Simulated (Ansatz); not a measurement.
# Zn2SeS: computed property card

Zn2SeS:
```yaml
crystal:
  lattice:
    - [1.95384, 1.12805, 6.38688]
    - [-1.95384, 1.12805, 6.38688]
    - [0.00000, -2.25610, 6.38688]
  atoms:
    - { symbol: Zn, position: [0.00377, 0.00377, 0.00377] }
    - { symbol: Zn, position: [0.49638, 0.49638, 0.49638] }
    - { symbol: Se, position: [0.62444, 0.62444, 0.62444] }
    - { symbol: S, position: [0.12538, 0.12538, 0.12538] }
```

Space group R3m (No. 160); conventional cell a = 3.9077 Å, b = 3.9077 Å, c = 19.1606 Å, α = 90.00°, β = 90.00°, γ = 120.00°.

Method: r²SCAN in the plane-wave PAW code Ansatz. Structure relaxed to zero pressure with the same functional. Other levels are named where they apply.

**Cell and energy**

Volume per atom: 21.12 Å³
Density: 4.75 g/cm³
Formation energy from the elements (no fitted shifts): -0.90 eV/atom

**Electronic structure**

* **Band gap**: 2.04 eV (direct)
* **Valence-band maximum**: at Γ
* **Conduction-band minimum**: at Γ
* **Electron effective mass**: 0.16 mₑ (isotropic)
* **Hole effective mass, band 1 of 2 at the edge**: 0.84 along x, 1.7 along z (mₑ)
* **Hole effective mass, band 2 of 2 at the edge**: 0.14 along x, 1.7 along z (mₑ)
* **HSE06 gap on the r²SCAN cell**: 2.62 eV

**Mechanics**

Elastic constants (relaxed ions, GPa): C11 = 123, C12 = 49.0, C13 = 41.1, C14 = -11.9, C33 = 133, C44 = 28.3
Mechanical stability: stable (all eigenvalues of C positive)
Hill bulk and shear moduli: 71.2 and 32.7 GPa
Young's modulus: 85.0 GPa
Poisson's ratio: 0.30
Debye temperature from the elastic constants: 315 K
Piezoelectric stress constants (proper, relaxed ions, C/m²): e15 = e24 = -0.03, e16 = e21 = 0.04, e22 = -0.04, e33 = 0.08

The first step of the workflow began from a Materials Project structure, measured or hypothetical; the Crystallography Open Database copy checked does not list it. Whether it is the stable phase at ambient conditions was not checked. Symmetry was held in the r²SCAN relaxation; its stability against distortions is not shown here. Signs of piezoelectric constants follow the polarity of the cell as given. The references are the lowest solids computed at this level, not always the standard phases. Scalar-relativistic: spin–orbit coupling is off unless named, which matters more the heavier the elements.

Potentials: the later of the program's two PAW sets.
